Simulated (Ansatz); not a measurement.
Relaxed-ion elastic tensor of Pt (fcc (Cu type), Fm-3m) in GPa (Voigt order), PBE (plane waves, PAW; program Ansatz); density 20.71 g/cm³, 15.64 Å³ per atom.

```
 309   218   218   0.0   0.0   0.0
 218   309   218   0.0   0.0   0.0
 218   218   309   0.0   0.0   0.0
 0.0   0.0   0.0  73.8   0.0   0.0
 0.0   0.0   0.0   0.0  73.8   0.0
 0.0   0.0   0.0   0.0   0.0  73.8
```

Is the crystal mechanically stable?

Yes: the smallest eigenvalue of C is 73.8 GPa.

Work out the Voigt, Reuss and Hill averages.

K_V = 248, K_R = 248, K_H = 248; G_V = 62.6, G_R = 59.3, G_H = 60.9 GPa.

Give Young's modulus, Poisson's ratio, Pugh's ratio and the universal anisotropy index.

E = 9KG/(3K + G) = 169 GPa; ν = 0.39; K/G = 4.07 (ductile by the Pugh limit of 1.75); A_U = 5G_V/G_R + K_V/K_R − 6 = 0.28.

Estimate the sound speeds and the Debye temperature.

v_l = √((K + 4G/3)/ρ) = 3990 m/s, v_t = √(G/ρ) = 1720 m/s, mean 1940 m/s; Θ = (h/k)(3n/4πV)^(1/3) v_m = 231 K.

Give the Zener ratio and Young's modulus along [100], [110] and [111].

A = 2C44/(C11 − C12) = 1.61; 1/E = S11 − 2(S11 − S12 − S44/2)Γ with Γ = 0, 1/4, 1/3 gives 129, 177, 201 GPa.

Solve the Christoffel equation for the three sound speeds along [100], [110], [111].

Eigenvalues of C_ijkl n_j n_l equal ρv². In km/s, slowest first: [100] 1.89, 1.89, 3.86; [110] 1.49, 1.89, 4.04; [111] 1.63, 1.63, 4.09.

The cell was relaxed with PBE under the symmetry of its start. The run is not spin-polarised. As this level gives no gap, shear constants depend on the k-mesh and smearing (Fermi–Dirac, 0.1 eV here). On the denser mesh and wider smearing of the elastic run this cell carries a stress of 0.4 GPa. Spin–orbit coupling is left out wherever it is not named.

Potentials: the later of the program's two PAW sets.
